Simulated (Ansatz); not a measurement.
## Band table of Ga (diamond type)

```xyz
2
Lattice="0.0000 2.2072 2.2072 2.2072 0.0000 2.2072 2.2072 2.2072 0.0000" Properties=species:S:1:pos:R:3 pbc="T T T"
Ga   -0.5518   -0.5518   -0.5518
Ga    0.5518    0.5518    0.5518
```

The cell comes from a relaxation on PAW files under the same functional, begun from a prototype that needn't be the stable phase.

All numbers are PBEsol results (scalar-relativistic) from Ansatz 0.2.0, with a Γ-centred 13×13×13 k mesh, Fermi–Dirac smearing of 0.08 eV, no spin polarisation. Methods: LAPW: all electrons, basis error target 1 meV/atom.

This run: volume at 0.45 of the series' base cell.

The structure type is held throughout; the real material can change phase at far lower pressure.

Path points, in fractions of the reciprocal vectors: Γ (0.000, 0.000, 0.000), X (0.500, 0.000, 0.500), U (0.625, 0.250, 0.625), K (0.375, 0.375, 0.750), L (0.500, 0.500, 0.500), W (0.500, 0.250, 0.750). The distance column jumps between branches of the path. Levels in eV from the Fermi level; bands 9 to 24, counted from the lowest band of the run. The gap is zero, the pressure 214.8 GPa.

```
# k(1/Å) point b9 b10 b11 b12 b13 b14 b15 b16 b17 b18 b19 b20 b21 b22 b23 b24
0.000 Γ -17.69 -17.69 -17.69 -17.62 -17.62 -16.08 -15.99 -15.99 -15.99 -15.37 -15.37 6.61 6.61 6.61 7.83 7.83
0.178 - -17.79 -17.69 -17.69 -17.60 -17.50 -16.14 -15.97 -15.97 -15.89 -15.39 -15.33 5.25 5.25 6.13 7.43 9.34
0.356 - -17.90 -17.70 -17.70 -17.53 -17.33 -16.30 -15.90 -15.90 -15.68 -15.45 -15.16 3.57 3.57 4.91 6.60 10.23
0.534 - -17.97 -17.72 -17.72 -17.42 -17.15 -16.51 -15.80 -15.80 -15.59 -15.54 -14.62 2.06 2.06 3.22 5.77 8.07
0.712 - -18.02 -17.73 -17.73 -17.27 -16.95 -16.77 -15.67 -15.67 -15.67 -15.63 -13.75 0.76 0.76 1.13 5.08 6.49
0.890 - -18.02 -17.75 -17.75 -17.09 -17.04 -16.76 -15.84 -15.72 -15.53 -15.53 -12.61 -1.17 -0.30 -0.30 4.56 5.43
1.068 - -17.97 -17.77 -17.77 -17.30 -16.89 -16.55 -16.03 -15.84 -15.40 -15.40 -11.21 -3.48 -1.09 -1.09 4.22 4.73
1.245 - -17.88 -17.78 -17.78 -17.53 -16.67 -16.36 -16.23 -15.99 -15.31 -15.31 -9.58 -5.69 -1.58 -1.58 4.07 4.30
1.423 X -17.79 -17.79 -17.73 -17.73 -16.45 -16.45 -16.17 -16.17 -15.28 -15.28 -7.74 -7.74 -1.75 -1.75 4.09 4.09
1.486 - -17.83 -17.79 -17.73 -17.68 -16.45 -16.45 -16.18 -16.17 -15.28 -15.27 -7.73 -7.72 -1.89 -1.73 4.10 4.26
1.549 - -17.89 -17.79 -17.72 -17.60 -16.46 -16.45 -16.21 -16.17 -15.28 -15.26 -7.70 -7.68 -2.27 -1.68 4.13 4.73
1.612 - -17.94 -17.80 -17.71 -17.52 -16.48 -16.45 -16.26 -16.17 -15.27 -15.23 -7.65 -7.61 -2.80 -1.58 4.18 5.40
1.675 - -17.99 -17.80 -17.70 -17.43 -16.49 -16.45 -16.33 -16.17 -15.27 -15.20 -7.59 -7.51 -3.40 -1.45 4.26 6.22
1.738 - -18.03 -17.81 -17.68 -17.34 -16.52 -16.45 -16.40 -16.17 -15.26 -15.18 -7.53 -7.38 -4.02 -1.29 4.35 7.14
1.801 - -18.06 -17.82 -17.66 -17.24 -16.54 -16.49 -16.45 -16.17 -15.26 -15.15 -7.49 -7.21 -4.61 -1.09 4.47 8.12
1.864 - -18.08 -17.84 -17.64 -17.15 -16.57 -16.57 -16.45 -16.17 -15.25 -15.13 -7.52 -7.02 -5.10 -0.86 4.61 9.14
1.927 U -18.10 -17.85 -17.61 -17.06 -16.66 -16.61 -16.44 -16.16 -15.24 -15.12 -7.69 -6.79 -5.41 -0.59 4.78 10.21
2.798 K -18.10 -17.85 -17.61 -17.06 -16.66 -16.61 -16.44 -16.16 -15.24 -15.12 -7.69 -6.79 -5.41 -0.59 4.78 10.21
2.987 - -18.09 -17.89 -17.54 -16.93 -16.81 -16.71 -16.42 -16.12 -15.22 -15.14 -9.04 -5.92 -5.22 0.38 5.40 13.44
3.176 - -18.03 -17.94 -17.46 -17.18 -16.83 -16.62 -16.39 -16.02 -15.24 -15.21 -10.73 -4.75 -4.22 1.56 6.25 12.78
3.364 - -17.97 -17.94 -17.44 -17.37 -16.96 -16.51 -16.33 -15.87 -15.40 -15.21 -12.27 -3.29 -2.86 2.90 7.32 11.30
3.553 - -17.97 -17.84 -17.58 -17.37 -17.09 -16.42 -16.26 -15.71 -15.58 -15.23 -13.57 -1.55 -1.20 4.27 8.60 10.07
3.742 - -17.94 -17.76 -17.68 -17.40 -17.22 -16.32 -16.17 -15.75 -15.58 -15.26 -14.59 0.42 0.70 5.47 9.10 10.04
3.930 - -17.88 -17.73 -17.71 -17.47 -17.37 -16.21 -16.09 -15.89 -15.55 -15.31 -15.27 2.59 2.80 6.23 8.40 10.02
4.119 - -17.78 -17.72 -17.69 -17.56 -17.51 -16.13 -16.02 -15.96 -15.84 -15.37 -15.35 4.86 4.98 6.54 7.98 8.98
4.308 Γ -17.69 -17.69 -17.69 -17.62 -17.62 -16.08 -15.99 -15.99 -15.99 -15.37 -15.37 6.61 6.61 6.61 7.83 7.83
4.462 - -17.74 -17.74 -17.68 -17.55 -17.55 -16.11 -16.00 -16.00 -15.88 -15.36 -15.36 4.95 6.09 6.09 8.43 8.43
4.616 - -17.80 -17.80 -17.67 -17.46 -17.46 -16.16 -16.01 -16.01 -15.57 -15.36 -15.36 2.63 5.31 5.31 9.32 9.33
4.770 - -17.84 -17.84 -17.66 -17.38 -17.38 -16.23 -16.02 -16.02 -15.35 -15.35 -15.07 0.30 4.59 4.59 9.38 9.90
4.924 - -17.86 -17.86 -17.65 -17.33 -17.33 -16.32 -16.02 -16.02 -15.35 -15.35 -14.36 -1.95 4.00 4.00 9.35 9.76
5.078 - -17.85 -17.85 -17.64 -17.31 -17.31 -16.40 -15.99 -15.99 -15.36 -15.36 -13.46 -4.07 3.53 3.53 9.28 9.28
5.232 - -17.82 -17.82 -17.62 -17.33 -17.33 -16.48 -15.95 -15.95 -15.38 -15.38 -12.36 -6.05 3.19 3.19 8.83 8.83
5.386 - -17.80 -17.80 -17.61 -17.35 -17.35 -16.53 -15.91 -15.91 -15.39 -15.39 -11.09 -7.85 2.99 2.99 8.53 8.53
5.541 L -17.79 -17.79 -17.61 -17.36 -17.36 -16.55 -15.89 -15.89 -15.40 -15.40 -9.96 -9.16 2.92 2.92 8.43 8.43
5.666 - -17.83 -17.80 -17.57 -17.35 -17.33 -16.56 -15.91 -15.91 -15.39 -15.38 -9.91 -9.08 2.41 2.69 7.84 8.68
5.792 - -17.91 -17.83 -17.53 -17.30 -17.24 -16.58 -15.98 -15.96 -15.36 -15.33 -9.78 -8.87 1.25 2.03 7.32 9.02
5.918 - -17.97 -17.87 -17.49 -17.24 -17.10 -16.62 -16.08 -16.02 -15.32 -15.27 -9.55 -8.52 -0.12 1.03 7.22 9.32
6.044 - -18.02 -17.92 -17.45 -17.16 -16.94 -16.70 -16.19 -16.07 -15.27 -15.21 -9.21 -8.04 -1.51 -0.12 7.45 9.65
6.170 - -18.06 -17.97 -17.40 -17.07 -16.80 -16.79 -16.31 -16.12 -15.23 -15.16 -8.76 -7.46 -2.81 -1.31 7.91 10.02
6.295 - -18.07 -18.01 -17.34 -16.99 -16.88 -16.64 -16.43 -16.17 -15.19 -15.14 -8.18 -6.84 -3.96 -2.46 8.53 10.40
6.421 - -18.07 -18.04 -17.26 -17.06 -16.82 -16.61 -16.45 -16.25 -15.16 -15.13 -7.50 -6.42 -4.68 -3.51 9.26 10.52
6.547 W -18.06 -18.06 -17.16 -17.16 -16.71 -16.71 -16.35 -16.35 -15.14 -15.14 -6.78 -6.78 -4.39 -4.39 10.02 10.02
6.636 - -18.06 -18.06 -17.19 -17.19 -16.69 -16.69 -16.34 -16.34 -15.14 -15.14 -6.84 -6.84 -4.28 -4.28 9.48 9.48
6.725 - -18.04 -18.04 -17.25 -17.25 -16.64 -16.64 -16.34 -16.34 -15.15 -15.15 -6.99 -6.99 -4.00 -4.00 8.46 8.46
6.814 - -18.02 -18.02 -17.33 -17.33 -16.57 -16.57 -16.32 -16.32 -15.17 -15.17 -7.18 -7.18 -3.59 -3.59 7.40 7.40
6.903 - -17.98 -17.98 -17.42 -17.42 -16.52 -16.52 -16.29 -16.29 -15.20 -15.20 -7.36 -7.36 -3.12 -3.12 6.40 6.40
6.992 - -17.94 -17.94 -17.51 -17.51 -16.48 -16.48 -16.25 -16.25 -15.23 -15.23 -7.52 -7.52 -2.64 -2.64 5.50 5.50
7.081 - -17.89 -17.89 -17.60 -17.60 -16.46 -16.46 -16.21 -16.21 -15.25 -15.25 -7.64 -7.64 -2.20 -2.20 4.77 4.77
7.170 - -17.83 -17.83 -17.68 -17.68 -16.45 -16.45 -16.18 -16.18 -15.27 -15.27 -7.71 -7.71 -1.87 -1.87 4.27 4.27
7.259 X -17.79 -17.79 -17.73 -17.73 -16.45 -16.45 -16.17 -16.17 -15.28 -15.28 -7.74 -7.74 -1.75 -1.75 4.09 4.09
```
